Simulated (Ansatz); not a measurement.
TiO2 (rutile)

```
CELL_PARAMETERS angstrom
      4.64353     0.00000     0.00000
      0.00000     4.64353     0.00000
      0.00000     0.00000     2.96370
ATOMIC_POSITIONS crystal
  Ti 0.00000 0.00000 0.00000
  Ti 0.50000 0.50000 0.50000
  O  0.30512 0.30512 0.00000
  O  0.80512 0.19488 0.50000
  O  0.19488 0.80512 0.50000
  O  0.69488 0.69488 0.00000
```

The slice is a (-1 2 0) plane (indices of the conventional cell) through the point (0.500, 0.500, 0.500) (fractional), spanned by u = [001] and v = [210] in vectors of this cell: u (2.96 Å) and v (10.38 Å, at 90° to u). It covers one period; positions are fractions (u, v).

These are PBE (plane waves to 420 eV, PAW, scalar-relativistic; Ansatz, an electronic-structure program) values and carry that method's errors. k mesh 7×7×11. Inside the PAW spheres the values are not all-electron values, and peaks at nuclei hang on which shells count as valence. The PAW data are Ansatz's earlier set. TiO2 is run without spin polarisation. TiO2 was relaxed with its symmetry unable to fall.

### Question
Around which element is the density of the highest valence band (whole band, smooth part) largest on this plane?

### Answer
O. Mean over a disc round each atom, of radius 0.45 times the shortest bond: O 0.117, Ti 0.003 e/Å³.

### Question
Around which element is the density of the lowest conduction band (whole band as if filled, smooth part) largest on this plane?

### Answer
Ti. Mean over a disc round each atom, of radius 0.45 times the shortest bond: Ti 0.067, O 0.011 e/Å³.

### Question
Sketch the valence electron density on this plane as a map.

### Answer
```
|9988554444445588|
|6655556666665555|
|2233557788775533|
|1122446677664422|
|1111335555553311|
|1111223333332211|
|4433332222223333|
|7766443333334466|
|9988553333335588|
|9988553322335588|
|6666442211224466|
|4433221100112233|
|1111000000000011|
|0000000000000000|
|1111000000000011|
|4433221100112233|
|6666442211224466|
|9988553322335588|
|9988553333335588|
|7766443333334466|
|4433332222223333|
|1111223333332211|
|1111335555553311|
|1122446677664422|
|2233557788775533|
|6655556666665555|
|9988554444445588|
|9999663333336699|
```
Scale: ten equal steps from -1.54 (start of '0') to 1.08 (end of '9'), in the order '0123456789'. Values: log₁₀ of the valence density in e/Å³. The map has 8 points along u (two characters each, u = 0 at the left) and 28 along v (v = 0 in the bottom row). The scale is logarithmic, as a density can span decades between atoms and voids.
